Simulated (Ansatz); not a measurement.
**Na: stiffness from a series of strains**

```yaml
crystal:
  lattice:
    - [3.76700, 0.00000, 0.00000]
    - [-1.88350, 3.26232, 0.00000]
    - [0.00000, 0.00000, 6.15400]
  atoms:
    - { symbol: Na, position: [0.33333, 0.66667, 0.25000] }
    - { symbol: Na, position: [0.66667, 0.33333, 0.75000] }
```

Atom numbers follow the list: Na1, Na2.

The cell is a measured one (Crystallography Open Database entry 9011000); the temperature and pressure of the measurement aren't taken into account, and nothing was relaxed.

Computed with DFT, LDA, all-electron LAPW, scalar-relativistic (Ansatz 0.2.0).

Settings: a Γ-centred 11×11×6 k mesh, Fermi–Dirac smearing of 0.05 eV, basis error target 0.5 meV/atom, no spin polarisation.

The strain is applied along the Cartesian axes of the cell as listed (the other components stay zero). Fractional coordinates are held (clamped ions).

σ is the change of stress from the unstrained cell, which is at -0.89 GPa; tension is positive, so slopes are stress–strain coefficients at that pressure. In a metal the k mesh adds noise.

Only quantities that a quadratic follows smoothly over the whole series are listed; rougher ones are left out.

```
    εzz  σzz (GPa)  σxx (GPa)
-0.0200      -0.19      -0.09
 0.0000       0.00       0.00
 0.0100       0.11       0.03
 0.0200       0.23       0.05
```

Task: Fit the series and read off the stiffness at zero strain.

Result: Least-squares fits y = p0 + p1 x + p2 x² to the rows give σzz (GPa): p1 = 10.5, p2 = 50; σxx (GPa): p1 = 3.5, p2 = -50. So C33 = 10 GPa and C13 = 3 GPa, for these axes.

Task: One run, at εzz = -0.0100, is withheld. Predict its row.

Result: The fits give -0.10, -0.04; the run gave -0.10, -0.04.
